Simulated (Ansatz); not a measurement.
Simulated powder pattern, Cu Kα, λ = 1.54184 Å (kinematic, ideal powder, no thermal factors, no anomalous dispersion; the 30 strongest lines at most, above 1 %, up to 2θ = 90°):

```json
[
 {"2θ (°)": "28.31", "d (Å)": "3.152", "I/Imax (%)": "1.4"},
 {"2θ (°)": "32.81", "d (Å)": "2.730", "I/Imax (%)": "100"},
 {"2θ (°)": "47.08", "d (Å)": "1.930", "I/Imax (%)": "71"},
 {"2θ (°)": "58.57", "d (Å)": "1.576", "I/Imax (%)": "24"},
 {"2θ (°)": "68.78", "d (Å)": "1.365", "I/Imax (%)": "11"},
 {"2θ (°)": "78.31", "d (Å)": "1.221", "I/Imax (%)": "30"},
 {"2θ (°)": "87.53", "d (Å)": "1.114", "I/Imax (%)": "23"}
]
```

The pattern belongs to a structure relaxed with the program Ansatz at the PBE level (PAW).

Task: Which compound is it?
(A) Nb, bcc (W type)
(B) PtW, rock salt
(C) NbAg, rock salt
(D) AlPt, rock salt

Result: C, NbAg, rock salt

Task: Give the lattice parameters.

Result: a = 5.460 Å.

Space group Fm-3m (rock salt). The start of the workflow was typed in or built on a structure type; neither database checked (COD, Materials Project) lists it. Its standing as an ambient phase is unchecked. Symmetry was held in the PBE relaxation; whether a distortion lowers the energy is not shown. The run is not spin-polarised. The volume moved by 16 % from the start of the relaxation. Its formation energy is positive at this level, so the cell may be metastable or incomplete.

Potentials: the earlier of the program's two PAW sets.
